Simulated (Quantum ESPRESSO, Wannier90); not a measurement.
# Wannier functions of MgPd (CsCl type)

```xyz
2
Lattice="3.1554 0.0000 0.0000 0.0000 3.1554 0.0000 0.0000 0.0000 3.1554" Properties=species:S:1:pos:R:3 pbc="T T T"
Mg     0.0000     0.0000     0.0000
Pd     1.5777     1.5777     1.5777
```

Materials Project entry mp-506; symmetrised, unrelaxed at this level. COD (Crystallography Open Database) has an entry of this formula and space group (matched by these alone). Level: PBEsol, no spin polarisation, no spin-orbit coupling; pw.x of Quantum ESPRESSO at 68 Ry with PseudoDojo potentials, 10×10×10 k-points, Wannier90. Density: 14×14×14 mesh, cold smearing 0.01 Ry.

A tight-binding model is made by disentanglement and projection with no localisation steps (num_iter = 0), so the 13 orbitals stay atom-like: hydrogen-like Mg: s;p; Pd: s;p;d, axes along x, y, z; frozen window up to 1.50 eV relative to the Fermi level. It follows pw.x to 21 meV rms for states up to 1.0 eV relative to the Fermi level. Matrix elements depend on this choice of orbitals and windows. Bands 2 (Mg 2s 100 %), 6–8 (Mg 2p 100 %) lie between the kept ones and are excluded.

What are the on-site energies relative to the Fermi level, and how fast do the hoppings decay?


| atom | orbitals | energy (eV) |
|---|---|---|
| Mg1 | s | -0.57 |
| Mg1 | pz px py | 2.86 |
| Pd2 | s | -80.42 |
| Pd2 | pz px py | -48.70 |
| Pd2 | dz2 dx2-y2 | -2.81 |
| Pd2 | dxz dyz dxy | -2.75 |

| distance of the centres (Å) | largest modulus (eV) |
|---|---|
| 2–3 | 3.1 |
| 3–4 | 3.8 |
| 4–5 | 0.59 |
| 5–6 | 0.44 |
| 6–7 | 0.29 |
| 7–8 | 0.13 |
| 8–9 | 0.12 |
| 9–10 | 0.085 |
| 10–11 | 0.028 |
| 11–12 | 0.050 |
| 12–13 | 0.036 |
